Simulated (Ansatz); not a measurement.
YS (rock salt, Fm-3m), r²SCAN (plane waves, PAW; program Ansatz), all energies at zero smearing, with the estimated change up to a 700 eV cutoff added, with one set of potentials and settings (totals compare only within such a set). Cell of 2 atoms (1 Y, 1 S): -4770.112 eV.

| element | reference phase | E (eV/atom) |
|---|---|---|
| Y | P6_3/mmc, 2 atoms in the cell | -3859.7274 |
| S | P2/c, 32 atoms in the cell | -905.8150 |

Formation energy per atom, worked out: (-4770.112 − 1×(-3859.7274) − 1×(-905.8150))/2 = -2.285 eV/atom (-220 kJ per mol of atoms), at 0 K, without zero-point energy or fitted corrections.

The workflow started from a Materials Project entry (that database holds measured and hypothetical structures alike); the Crystallography Open Database files this formula in space group No. 225, but the cells were not matched. Its standing as an ambient phase is unchecked. Symmetry was held in the r²SCAN relaxation; its stability against distortions is not shown here. No spin polarisation was allowed. The references are the lowest solids computed at this level, not always the standard phases.

Potentials: the earlier of the program's two PAW sets.
